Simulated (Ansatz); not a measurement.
Cell and atoms are relaxed with the symmetry kept. Start:

```
CELL_PARAMETERS angstrom
3.54500 0.00000 0.00000
0.00000 3.54500 0.00000
0.00000 0.00000 3.54500
ATOMIC_POSITIONS crystal
Fe 0.00000 0.00000 0.00000
Ni 0.00000 0.50000 0.50000
Ni 0.50000 0.00000 0.50000
Ni 0.50000 0.50000 0.00000
```

The calculation used Ansatz 0.2.0, DFT PBE, scalar-relativistic, plane waves, PAW.

Plane waves to 420 eV, a k mesh through Γ of 12×12×12 on the computed 4-atom cell and Gaussian smearing (0.10 eV); collinear spin from starting moments 3.21 0.78 0.78 0.78 μB.

Task: What does it relax to?

Result: The volume drops by 0.01 Å³/atom to 11.13 Å³/atom, and the energy changes by under 0.1 meV/atom. The cell ends with a moment of 4.81 μB (only this magnetic start was tried). Final structure:
```cif
data_structure
_symmetry_space_group_name_H-M 'Pm-3m'
_symmetry_Int_Tables_number 221
_cell_length_a 3.5437
_cell_length_b 3.5437
_cell_length_c 3.5437
_cell_angle_alpha 90.000
_cell_angle_beta 90.000
_cell_angle_gamma 90.000
_cell_volume 44.50
loop_
_atom_site_label
_atom_site_type_symbol
_atom_site_symmetry_multiplicity
_atom_site_Wyckoff_symbol
_atom_site_fract_x
_atom_site_fract_y
_atom_site_fract_z
_atom_site_occupancy
Fe1 Fe 1 a 0.00000 0.00000 0.00000 1
Ni1 Ni 3 c 0.00000 0.50000 0.50000 1
```

Only parallel moments were tried here.